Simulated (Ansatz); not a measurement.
# One input, then a changed one: YSe

First run: DFT, LDA, all-electron LAPW, scalar-relativistic (Ansatz 0.2.0).

Command: `ansatz run input.yaml --threads 1 --pin off --max-ram 2048MiB --backend cpu --events-out ev --progress --plain --runs-dir out` It took 21 s on 1 thread of Intel(R) Xeon(R) Platinum 8259CL CPU @ 2.50GHz (Skylake/Cascade Lake), with other jobs on the host, peak memory 0.38 GiB.

```yaml
crystal:
  lattice:
    - [0.0, 2.8206278024, 2.8206278024]
    - [2.8206278024, 0.0, 2.8206278024]
    - [2.8206278024, 2.8206278024, 0.0]
  atoms:
    - { symbol: "Y", position: [0.5, 0.5, 0.5] }
    - { symbol: Se, position: [0.0, 0.0, 0.0] }
kpoints:
  mp_grid: { grid: [9, 9, 9] }
  band_path:
    path:
      - [0.0, 0.0, 0.0]
      - [0.5, 0.0, 0.5]
      - [0.625, 0.25, 0.625]
      - [0.375, 0.375, 0.75]
      - [0.0, 0.0, 0.0]
      - [0.5, 0.5, 0.5]
      - [0.5, 0.25, 0.75]
      - [0.5, 0.0, 0.5]
    npoints: 14
scf:
  occupations: { method: fermi_dirac, width: 0.02 }
hamiltonian:
  xc: lda
  pseudopotentials: { kind: all_electron, lapw: { basis_error: 0.0005 } }
output:
  forces: true
  stress: true
  eigenvalues: true
  populations: true
```

The cell comes from a relaxation on PAW files under the same functional, begun from a database entry that needn't be the ground state.

It converges in 9 SCF iterations at a pressure of 0.02 GPa.

The input is then changed:

```diff
 scf:
-  occupations: { method: fermi_dirac, width: 0.02 }
+  occupations: { method: tetrahedron_uncorrected }
+  mixing: { algorithm: anderson, beta: 0.3 }
 hamiltonian:
   pseudopotentials: { kind: all_electron, lapw: { basis_error: 0.0005 } }
+  dispersion: d3bjatm
 output:
```

Q: Predict the outcome of the changed run.

A: It converges in 11 SCF iterations. More than one line changes, and not each need have an effect. Results part of its log:
```
Warning: the engine holds no damping parameters fitted to this dispersion correction and functional, so the run takes those fitted to pbe (hamiltonian.dispersion, under Limitations)
SCF 1 converged in 11 iterations: F = -158060.883525 eV  dr2 = 1.89e-8
NSCF: frozen V_eff on 99 k-points
SCF converged after 11 iterations
Stability not checked: this state was not tested for a lower state beside it, because the mixer in use, unlike msr1, does not test its closes by its own steps (another_mixer; see scf.mixing.algorithm and scf.lower_state_search)
Free energy (F): -158060.883525 eV
Harris-Foulkes:  -158060.883525 eV  (|F-HF|=8.32e-9)
Internal energy: -158060.883334 eV  (E = F + TS)
E sigma→0 (E₀):  -158060.883525 eV
Entropy (-TS):   -0.000191 eV (-0.095 meV/atom)
Fermi energy:    14.654080 eV
--- Per-component energies (eV) ---
  E_band       = -5189.261564
  E_kinetic    = 162448.863121
  E_xc         = -5192.912797
  E_electrostatic = -315316.002709  (all electrons and nuclei)
  E_disp       = -0.830949  (pairwise vdW)
  E_smearing   = -0.000191  (= −TS)
  E_closure    = 0.000000  (closes the sum)
[... lines left out ...]
--- Forces (eV/Å), atoms counted from 1 ---
  atom   1  Y      0.00000000    -0.00000000    -0.00000000
  atom   2  Se    -0.00000000    -0.00000000     0.00000000
  max |Σ_I F_I| component: 9.53e-31 eV/Å
--- Stress (GPa, compression-positive) ---
       -2.471121       0.000000      -0.000000
        0.000000      -2.471121       0.000000
       -0.000000       0.000000      -2.471121
  P = ⅓ Tr σ = -2.4711 GPa (-24.711 kbar)
--- Band table (eV; the first three rows and the last of 35) ---
  k-point 0: bands = ["-348.2749", "-266.6722", "-266.6722", "-266.6722", "-193.6920", "-133.7302", "-133.7302", "-133.7302", "-131.9201", "-131.9201", "-131.9175", "-131.9175", "-131.9175", "-34.5053", "-34.5053", "-34.4918", "-34.4918", "-34.4918", "-28.7186", "-8.7375", "-8.7375", "-8.7375", "-0.7236", "11.6610", "11.6610", "11.6610", "14.3549", "14.3549", "14.3549", "15.1981", "15.1981", "15.5989"]
  k-point 1: bands = ["-348.2749", "-266.6722", "-266.6722", "-266.6722", "-193.6920", "-133.7302", "-133.7302", "-133.7302", "-131.9201", "-131.9201", "-131.9175", "-131.9175", "-131.9175", "-34.5053", "-34.5053", "-34.4918", "-34.4918", "-34.4918", "-28.7161", "-8.7829", "-8.7399", "-8.7399", "-0.5952", "10.8527", "11.2589", "11.2589", "14.5097", "14.5937", "14.5937", "15.8079", "15.8079", "16.3931"]
  k-point 2: bands = ["-348.2749", "-266.6722", "-266.6722", "-266.6722", "-193.6920", "-133.7302", "-133.7302", "-133.7302", "-131.9201", "-131.9201", "-131.9175", "-131.9175", "-131.9175", "-34.5053", "-34.5053", "-34.4918", "-34.4917", "-34.4917", "-28.7098", "-8.8940", "-8.7460", "-8.7460", "-0.2585", "9.4977", "10.5543", "10.5543", "14.7445", "15.1835", "15.1835", "17.2129", "17.2129", "17.9291"]
  k-point 34: bands = ["-348.2749", "-266.6722", "-266.6722", "-266.6722", "-193.6920", "-133.7302", "-133.7302", "-133.7302", "-131.9201", "-131.9201", "-131.9175", "-131.9175", "-131.9175", "-34.5060", "-34.5053", "-34.4917", "-34.4916", "-34.4914", "-28.6896", "-8.9445", "-8.8975", "-8.8438", "0.1606", "9.0893", "9.6567", "9.6591", "15.0430", "15.9482", "17.1351", "17.9283", "17.9561", "21.1837"]
--- Löwdin populations: 2 sites ---
  site symbol       q [e]
     0      Y     38.7578
     1     Se     34.1728
  spilling = 0.000951 (of n_electrons = 73.000000)
```
